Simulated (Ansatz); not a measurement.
TiRh3 squeezed and stretched

A database entry relaxed whole under r2SCAN (Pm-3m):

```yaml
crystal:
  lattice:
    - [3.82155, 0.00000, 0.00000]
    - [0.00000, 3.82155, 0.00000]
    - [0.00000, 0.00000, 3.82155]
  atoms:
    - { symbol: Ti, position: [0.00000, 0.00000, 0.00000] }
    - { symbol: Rh, position: [0.00000, 0.50000, 0.50000] }
    - { symbol: Rh, position: [0.50000, 0.00000, 0.50000] }
    - { symbol: Rh, position: [0.50000, 0.50000, 0.00000] }
```

The cell was scaled uniformly, its shape held, and the atoms relaxed at each volume with plane-wave PAW DFT (Ansatz 0.2.0; r2SCAN, 500 eV, 9×9×9 Γ-centred mesh, fermi-dirac occupations of width 0.100 eV; no spin, no spin-orbit coupling). One row is withheld.

```json
{"volume (Å³/atom)": "13.116", "energy over the lowest (meV/atom)": "43.0", "pressure (GPa)": "17.96"}
{"volume (Å³/atom)": "13.395", "energy over the lowest (meV/atom)": "18.1", "pressure (GPa)": "11.27"}
{"volume (Å³/atom)": "13.674", "energy over the lowest (meV/atom)": "4.1", "pressure (GPa)": "5.30"}
{"volume (Å³/atom)": "13.953", "energy over the lowest (meV/atom)": "0.0", "pressure (GPa)": "-0.02"}
{"volume (Å³/atom)": "14.232", "energy over the lowest (meV/atom)": "?", "pressure (GPa)": "?"}
{"volume (Å³/atom)": "14.511", "energy over the lowest (meV/atom)": "17.0", "pressure (GPa)": "-8.96"}
{"volume (Å³/atom)": "14.790", "energy over the lowest (meV/atom)": "36.4", "pressure (GPa)": "-12.71"}
```

Problem. Fit the pressures of the other rows to the third-order Birch-Murnaghan form.

Solution. With f = [(V₀/V)^(2/3) − 1]/2 and P = 3B₀f(1 + 2f)^(5/2)[1 + 3(B₀′ − 4)f/2], least squares gives V₀ = 13.95 Å³ an atom, B₀ = 251 GPa and B₀′ = 4.8; the rows miss the fit by less than 0.01 GPa. The slope of the energies differs from these pressures by 0.24 GPa, since they are taken to zero smearing while pressures follow the free energy.

Problem. What does the withheld row hold?

Solution. The fit gives -4.74 GPa at 14.232 Å³; the run gave -4.75 GPa and 4.6 meV an atom.

Caveats: the shape of the cell was held; 0 K, fixed nuclei; the symmetry was kept, and this need not be the phase that is stable at 0 K; one mesh for all volumes; pressure is positive in compression.
